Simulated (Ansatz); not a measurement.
Ni₃Ge (Pm-3m); total moment held at 0.9 μB.

```
Ni Ge
1.0
     3.53033    0.00000    0.00000
     0.00000    3.53033    0.00000
     0.00000    0.00000    3.53033
Ni Ge
3 1
Direct
  0.50000 0.00000 0.50000
  0.00000 0.50000 0.50000
  0.50000 0.50000 0.00000
  0.00000 0.00000 0.00000
```

The geometry is a structure from the Materials Project, held fixed and not relaxed.

Settings: LDA, 8×8×8 k mesh, Fermi–Dirac smearing of 0.05 eV. AE-PAW is all-electron PAW in Ansatz 0.2.0 on datasets made for the crystal. Site moments are integrated in spheres about the atoms. Start moments (μB): Ni1 0.3, Ni2 0.3, Ni3 0.3.

The self-consistent cycle went as follows.

| iteration | Harris–Foulkes energy less the last (meV) | density residual (eV) | M (μB) | ∫|m| (μB) |
| --- | --- | --- | --- | --- |
| 1 | -3733.958 | 1.6e+01 | 0.9000 | 0.9330 |
| 2 | -1035.590 | 5.5e-01 | 0.9000 | 0.9223 |
| 3 | -435.714 | 1.4e+00 | 0.9000 | 0.9376 |
| 4 | 129.188 | 2.7e-02 | 0.9000 | 0.9512 |
| 5 | 6.149 | 8.5e-03 | 0.9000 | 0.9502 |
| 6 | -0.659 | 1.0e-03 | 0.9000 | 0.9528 |
| 7 | -0.174 | 3.7e-04 | 0.9000 | 0.9537 |
| 8 | -0.047 | 2.0e-05 | 0.9000 | 0.9542 |
| 9 | -0.001 | 3.6e-06 | 0.9000 | 0.9544 |
| 10 | 0.000 | 3.8e-07 | 0.9000 | 0.9544 |
| 11 | 0.000 | 4.3e-09 | 0.9000 | 0.9544 |

Site moments (μB): Ni1 0.31, Ni2 0.31, Ni3 0.31, Ge4 0.00. Cell moment 0.90 μB.

The Ansatz runs typed with the search for lower states off end where their start leads. These are results for the start and cell typed. The real compound can order otherwise, in a larger cell, or not at all, since semilocal functionals at zero temperature often overstate magnetism.
